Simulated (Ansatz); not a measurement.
Relaxing an invented InSe8 structure

Level of theory: Ansatz 0.2.0, DFT PBE+D3(BJ), scalar-relativistic, plane waves, PAW. Cutoff 420 eV, Gaussian smearing, Γ-centred meshes. Cell and atoms relax first on a coarse mesh and then on a finer one. In between, the cell is made exact in the group found at 0.06 Å. In metals the finer mesh still leaves noise of several meV/atom or more. The steps can't lower the symmetry of their start. No spin polarisation.

A trial structure of InSe8 was built thus: In between sheets of the P type, stage 1 (P-3m1, No. 164) (host Se; sites filled 1 of 4). A sheet's type names the database crystal that the layer was cut from. Lengths were set from tabulated atomic sizes, so they are only a guess.

Space group P-3m1 (No. 164). a = 7.742 Å, b = 7.742 Å, c = 4.373 Å, α = 90.00°, β = 90.00°, γ = 120.00°
```
atom  site  symmetry       x       y       z
  In    1b      -3m.  0.0000  0.0000  0.5000
  Se    6i       .m.  0.3333  0.1667  0.1455
  Se    2d       3m.  0.3333  0.6667  0.1455
```

The zero of energy is the elements' standard structures at the same level; no fitted shifts are applied.

Question: Describe the relaxed structure.

Answer: The symmetry stays P-3m1 (No. 164). The volume per atom shrinks by 5.9 %, from 25.2 to 23.7 Å³. The shortest distance goes from 2.57 Å (Se–Se) to 2.63 Å (Se–Se). The ratio c/a of the conventional cell changes by a factor of 1.17. The energy falls by about 0.42 eV/atom (the start's value is from the coarse mesh). The end is written in a standard setting, so origin, axes and order of atoms can differ from the start's. Conventional cell: a = 7.210 Å, c = 4.746 Å. Around In lie 6 Se at 2.80 Å; Se on a site of symmetry m is surrounded by 3 Se at 2.63–2.78 Å and 1 In at 2.80 Å; Se on a site of symmetry 3m has 3 Se at 2.78 Å.

```cif
data_structure
_symmetry_space_group_name_H-M 'P-3m1'
_symmetry_Int_Tables_number 164
_cell_length_a 7.2101
_cell_length_b 7.2101
_cell_length_c 4.7460
_cell_angle_alpha 90.000
_cell_angle_beta 90.000
_cell_angle_gamma 120.000
_cell_volume 213.67
loop_
_atom_site_label
_atom_site_type_symbol
_atom_site_symmetry_multiplicity
_atom_site_Wyckoff_symbol
_atom_site_fract_x
_atom_site_fract_y
_atom_site_fract_z
_atom_site_occupancy
In1 In 1 b 0.00000 0.00000 0.50000 1
Se1 Se 6 i 0.35886 0.17943 0.14567 1
Se2 Se 2 d 0.33333 0.66667 0.43064 1
```

Question: How does it come out in energy, and is it a metal?

Answer: The energy over the elements is +0.15 eV/atom. The gap on the 6×6×8 mesh of the 9-atom cell is 0 eV (a metal).

The separate elements lie lower, so it is unstable against them.

The last run used Gaussian smearing of 0.10 eV. An odd number of electrons in the primitive cell allows no gap without spin; a larger cell or a magnetic state could open one. A structure relaxed within its symmetry needn't be a true minimum. In all, the 3 runs took 8.2 min on 1 thread of Arm Neoverse V2 (shared host).
